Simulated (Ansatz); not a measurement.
**Property card for GdPd$_{2}$**

GdPd$_{2}$:
```yaml
crystal:
  lattice:
    - [-1.97732, 1.97732, 4.28383]
    - [1.97732, -1.97732, 4.28383]
    - [1.97732, 1.97732, -4.28383]
  atoms:
    - { symbol: Pd, position: [0.75000, 0.25000, 0.50000] }
    - { symbol: Pd, position: [0.25000, 0.75000, 0.50000] }
    - { symbol: Gd, position: [0.00000, 0.00000, 0.00000] }
```
The run is spin-polarised; directions of the spins, atom by atom: 0 0 ↑.

Space group I4/mmm (No. 139); conventional cell a = 3.955 Å, b = 3.955 Å, c = 8.568 Å, α = 90.00°, β = 90.00°, γ = 90.00°.

Method: the program Ansatz at the PBE level (PAW). Structure relaxed to zero pressure with the same functional. Other levels are named where they apply.

### Cell and energy

* **Volume per atom**: 22.33 Å³
* **Density**: 9.17 g/cm³
* **Formation energy from the elements (no fitted shifts)**: -0.58 eV/atom

### Electronic structure

- Electronic character: metallic (no gap)
- Density of states at the Fermi level: 0.57 states/eV per atom (mean over ±0.08 eV)

### Magnetism

Magnetic order: ferromagnetic
Net moment: 2.39 μB per atom

### Mechanics

- Bulk modulus (Birch–Murnaghan fit) = 86.0 GPa
- Pressure derivative B′ = 4.8

The workflow started from an entry of the Crystallography Open Database (COD). Its standing as an ambient phase is unchecked. The cell was relaxed with PBE under the symmetry of its start; whether a distortion lowers the energy is not shown. Spin order of the final state: ferromagnetic, chosen from 4 collinear starts compared on coarse meshes (ties went to the first, and starts can fall back to one state), not a proven ground state. The volume moved by -18 % from the start of the relaxation. The volume fell by over 15 % from the filed cell, which may lack light atoms or belong to other conditions. Caveat: open 4f shells can settle in a state that is not the lowest. No Hubbard U is applied. Axis ratios of metals converge slowly with the k-mesh, so a and c are less sure than the volume. The references are the lowest solids computed at this level, not always the standard phases. Spin–orbit coupling is left out wherever it is not named.

Potentials: the later of the program's two PAW sets.
